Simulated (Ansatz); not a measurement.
**MoSe: which magnetic state is lowest?**

Computed with DFT PBE+U, scalar-relativistic, plane waves, PAW in Ansatz.

```xyz
2
Lattice="3.5333 0.0000 0.0000 0.0000 3.5333 0.0000 0.0000 0.0000 3.5333" Properties=species:S:1:pos:R:3 pbc="T T T"
Mo    0.0000    0.0000    0.0000
Se    1.7667    1.7667    1.7667
```

```json
{
 "plane-wave cutoff": "420 eV",
 "Γ-centred k-mesh": "12×12×12",
 "occupation rule": "Gaussian smearing, 0.1 eV",
 "U_eff on Löwdin-orthogonalised atomic d orbitals": "Mo 4.38 eV",
 "list of starting moments (μB, in atom order)": "2 0",
 "check for lower electronic states after the SCF": "on"
}
```

Each order was relaxed in cell and atoms. A propagation vector, in units of the reciprocal vectors, doubles the cell, which takes an equally dense mesh. Site moments are spin moments in atom-centred spheres that scale with the neighbour distance. The states are those that the runs reached from these starts; a lower one can exist.

Question: Starts tried: no spin; ferromagnetic; antiferromagnetic, doubled cell, propagation vector (0, 1/2, 1/2). Which state comes out lowest, and what are the moments?

Answer: The lowest state is antiferromagnetic, reached from the start “antiferromagnetic, doubled cell, propagation vector (0, 1/2, 1/2)”, with site moments (μB) Mo +3.53, Mo -3.53. The next state lies only 1.88 meV/atom higher, which mesh, smearing and relaxation can turn, so the order isn't settled.

| start | ends | energy above lowest (meV/atom) | site moments (μB) | gap on mesh (eV) | volume (Å³/atom) |
| --- | --- | --- | --- | --- | --- |
| no spin | non-magnetic | 798 | none over 0.05 | 0.53 | 18.39 |
| ferromagnetic | ferromagnetic | 1.88 | Mo +3.71, Se -0.41 | metal | 22.06 |
| antiferromagnetic, doubled cell, propagation vector (0, 1/2, 1/2) | antiferromagnetic | 0.00 | Mo +3.53, Mo -3.53 | metal | 21.11 |

Cost: 3 runs of about 3.4 core-minutes in all, on Arm Neoverse V1 (shared hosts).